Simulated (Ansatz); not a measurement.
Run record: phonons of GaAs (F-43m)

Computed with LDA, PAW on Ansatz 0.2.0's default frozen-core files (fitted under PBE), scalar-relativistic; not a measurement.

The cell comes from a PAW relaxation under the same functional.

Command:

```sh
ansatz run input.yaml --threads 2 --pin off --max-ram 5120MiB --backend cpu --events-out ev --progress --plain --runs-dir out
```

Input:

```yaml
crystal:
  lattice:
    - [0.0, 2.80142278006, 2.80142278006]
    - [2.80142278006, 0.0, 2.80142278006]
    - [2.80142278006, 2.80142278006, 0.0]
  atoms:
    - { symbol: Ga, position: [0.0, 0.0, 0.0] }
    - { symbol: As, position: [0.75, 0.75, 0.75] }
kpoints:
  mp_grid: { grid: [8, 8, 8] }
scf:
  occupations: { method: fixed }
hamiltonian:
  xc: lda
  pseudopotentials: { kind: paw }
phonons:
  qmesh: [2, 2, 2]
  qpath:
    path:
      - [0.0, 0.0, 0.0]
      - [-0.5, -0.5, 0.0]
      - [-0.375, -0.375, 0.25]
      - [-0.375, 0.0, 0.375]
      - [0.0, 0.0, 0.0]
      - [0.0, 0.0, 0.5]
      - [-0.5, -0.25, 0.25]
      - [-0.5, -0.5, 0.0]
    npoints: 6
  temperatures: { t_min: 0, t_max: 1000, t_step: 100 }
```

Output (shortened where marked):

```
Warning: phonons: the dynamical matrix that this run interpolates holds no multipole term above the dipole-dipole one, and a site of this crystal is no centre of inversion, so its interpolated transverse optical and acoustic branches and sound speeds can stay off near Gamma, and the density of states and the thermodynamics with them. What a run solves at a wave vector of phonons.qpoints, Gamma apart, where the deck ...
Warning: RAYON_NUM_THREADS=2 ignored (pool sized by the plan → 2); use --threads N
Engine: ansatz 0.2.0, x86_64-unknown-linux-gnu
Pseudopotentials: kind: paw
Pseudopotential: Ga, paw, valence charge 13, recommended cutoff 420 eV (normal), Ga.paw.azcp
Pseudopotential: As, paw, valence charge 15, recommended cutoff 420 eV (normal), As.paw.azcp
Functional definition: SPW92
  exchange = slater_x
  correlation = pw_c
Crystal: 4 atoms, lattice volume = 87.942 Å³
Basis set: ecut = 420 eV, 1715 PW (Γ), FFT grids on a1, a2, −a1+a2+a3
Bands: 34, of which v1, the nominal top of the filled ones, is band 28 counted from 1 (27 counted from 0)
Symmetry: 16 space group operations
k-points: 39 of 256 (time reversal used)
[... 176 lines left out ...]
        285.95      1             2.7144
  optical modes at Γ + LO–TO along q̂ = [0.0000, 0.0000, 1.0000]:
      ω (cm⁻¹)  modes    IR ((D/Å)²/amu)
        269.00      2             5.4287
        285.95      1             2.7144
--- Phonons (by wavevector): 3 wavevectors in 2 supercells ---
  supercell 1 (2 cells, vectors [1, 0, 0], [0, 1, -1], [0, 0, 2] in multiples of the cell's): 3 displaced members by 0.0025 Å; free energy -16962.584605 eV; taken off its force constants: by the sum rule 8.4e-5, by the ...
  symmetry images taken by strict's conditions (phonons.symmetry_images: auto; settled by no image being taken that strict refuses)
  supercell 2 (2 cells, vectors [1, 0, 0], [0, 1, 0], [0, 0, 2] in multiples of the cell's): 4 displaced members by 0.0025 Å; free energy -16962.584605 eV; taken off its force constants: by the sum rule 9.8e-6, by the ...
  symmetry images taken by strict's conditions (phonons.symmetry_images: auto; settled by no image being taken that strict refuses); asymmetry of the core-correction force 6.2e-8 eV/Å at the most on a site, 1.7e-7 eV/Å summed ...
  q = [0.0000, 0.0000, 0.0000] (star 1, supercell 1; hermiticity 0.00e0, symmetrization 1.90e-6): -0.00 -0.00 -0.00 269.00 269.00 269.00
  q = [0.0000, 0.0000, -0.5000] (star 4, supercell 2; hermiticity 1.74e-16, symmetrization 5.12e-16): 59.12 59.12 206.11 236.79 261.70 261.70
  q = [0.0000, -0.5000, -0.5000] (star 3, supercell 1; hermiticity 9.84e-17, symmetrization 2.97e-16): 75.24 75.24 220.75 236.35 253.44 253.44
  joined force constants: q→R imaginary residual 4.62e-17
  density of states and harmonic sums: on the 20×20×20 q-mesh, interpolated from the force constants of a 2×2×2 supercell (with the dipole–dipole term)
  largest difference from the sums on the solved wave vectors: F 6.58e-2 eV, S 9.81e-5 and C_V 3.23e-5 eV/K
```

Self-consistency was reached.

Phonons on the q mesh:

Harmonic phonons of a crystal by Kohn-Sham DFT at the given cell, standard atomic masses, acoustic sum rule imposed; negative wavenumbers are unstable modes; one row a degenerate set, branches counted upwards.

```json
{
  "Unstable phonons": "no"
}
```

| point | q a (r.l.u.) | q b (r.l.u.) | q c (r.l.u.) | branch | phonon wavenumber (cm⁻¹) | degeneracy |
| --- | --- | --- | --- | --- | --- | --- |
| Gamma | 0 | 0 | 0 | 4 | 269 | 3 |
| L | 0.5 | 0 | 0 | 1 | 59.1 | 2 |
| L | 0.5 | 0 | 0 | 3 | 206.1 | 1 |
| L | 0.5 | 0 | 0 | 4 | 236.8 | 1 |
| L | 0.5 | 0 | 0 | 5 | 261.7 | 2 |
| X | 0.5 | 0.5 | 0 | 1 | 75.2 | 2 |
| X | 0.5 | 0.5 | 0 | 3 | 220.8 | 1 |
| X | 0.5 | 0.5 | 0 | 4 | 236.4 | 1 |
| X | 0.5 | 0.5 | 0 | 5 | 253.4 | 2 |

Zone-centre phonons:

Optical zone-centre levels upwards with Mulliken labels, activity, and the element with most of the kinetic energy.

* Point group: -43m

| number | phonon wavenumber (cm⁻¹) | label | infrared | raman | lead element |
| --- | --- | --- | --- | --- | --- |
| 1 | 269 | T2 | yes | yes | Ga |

**Field response**

Linear response of an insulating crystal by Kohn-Sham DFT to a field and to zone-centre displacements, local fields included; Born charges neutralised; LO modes for wave vectors along x and z; Cartesian axes as in the input.

| Quantity | Value |
| --- | --- |
| Dielectric electronic (x, y, z) | 14, 14, 14 |
| Highest phonon with field along x | 286 cm⁻¹ |
| Highest phonon with field along z | 286 cm⁻¹ |
| Highest phonon without field | 269 cm⁻¹ |

```tsv
atom	born charge xx (e)	born charge yy (e)	born charge zz (e)
Ga1	2.061	2.061	2.061
As2	-2.061	-2.061	-2.061
```

Limits of these numbers: frozen-core PAW files fitted under PBE, their cores solved anew for the functional of the run; no LO-TO term at the zone centre.

Cost: 86 s on 2 threads of Intel(R) Xeon(R) Platinum 8259CL CPU @ 2.50GHz (Skylake/Cascade Lake) (shared host), peak memory 0.76 GiB.
